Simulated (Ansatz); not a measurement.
Computed with DFT PBE, scalar-relativistic, plane waves, PAW (Ansatz). All cells share a 420 eV cutoff and Γ-centred k meshes spaced at most about 0.3 Å⁻¹ (about 0.25 or finer for metals, 2π included). No spin polarisation in the final relaxations.

Temperature and zero-point effects are left out.

Two forms of ScNb2O3 were relaxed alike.

A.

```yaml
crystal:
  lattice:
    - [5.53703, 0.00000, 0.00000]
    - [-2.76851, 4.79521, 0.00000]
    - [0.00000, 0.00000, 3.84718]
  atoms:
    - { symbol: Sc, position: [0.00000, 0.00000, 0.50000] }
    - { symbol: Nb, position: [0.33333, 0.66667, 0.50000] }
    - { symbol: Nb, position: [0.66667, 0.33333, 0.50000] }
    - { symbol: O, position: [0.33333, 0.66667, 0.00000] }
    - { symbol: O, position: [0.66667, 0.33333, 0.00000] }
    - { symbol: O, position: [0.00000, 0.00000, 0.00000] }
```

B.

```yaml
crystal:
  lattice:
    - [2.70118, 1.55952, 2.97975]
    - [-2.70118, 1.55952, 2.97975]
    - [0.00000, -3.11905, 2.97975]
  atoms:
    - { symbol: Sc, position: [0.00000, 0.00000, 0.00000] }
    - { symbol: Nb, position: [0.33197, 0.33197, 0.33197] }
    - { symbol: Nb, position: [0.66803, 0.66803, 0.66803] }
    - { symbol: O, position: [0.00000, 0.50000, 0.00000] }
    - { symbol: O, position: [0.00000, 0.00000, 0.50000] }
    - { symbol: O, position: [0.50000, 0.00000, 0.00000] }
```

Question: Which would you expect to be lower, and how large is the difference?

Answer: B is lower, by 142 meV/atom. A has space group P6/mmm (No. 191), 17.0 Å³/atom and no gap on its mesh; B has space group R-3m (No. 166), 12.6 Å³/atom and no gap. Counting O atoms around Nb and Sc (those within 1.25 times the shortest such distance or 1.15 times the sum of covalent radii), A has Sc 2, Nb 2 and B has Sc 6, Nb 3. The denser one is the lower, and pressure would at first widen the difference. In A, Sc has 2 O at 1.92 Å and 6 Nb at 3.20 Å; Nb has 2 O at 1.92 Å, 3 Nb at 3.20 Å and 3 Sc at 3.20 Å; O on a site of symmetry -6m2 is surrounded by 2 Nb at 1.92 Å; 1 more site not described. In B, Sc is surrounded by 6 O at 2.16 Å and 8 Nb at 2.97–3.12 Å; around Nb lie 3 O at 2.15 Å, 4 Sc at 2.97–3.12 Å, 4 Nb at 3.00–3.12 Å and 6 O at 3.09 Å; around O lie 2 Nb at 2.15 Å and 2 Sc at 2.16 Å. Both come from invented guesses. A third cell relaxed alike, in P6_3/mcm, lies 0.58 eV/atom below the lower of the two.

In P6/mmm, R-3m an odd number of electrons in the primitive cell allows no gap without spin; a larger cell or a magnetic state could open one. A magnetic state wasn't ruled out in cells without spin, among them P6/mmm, R-3m. Cells relaxed within their symmetry can be saddle points.
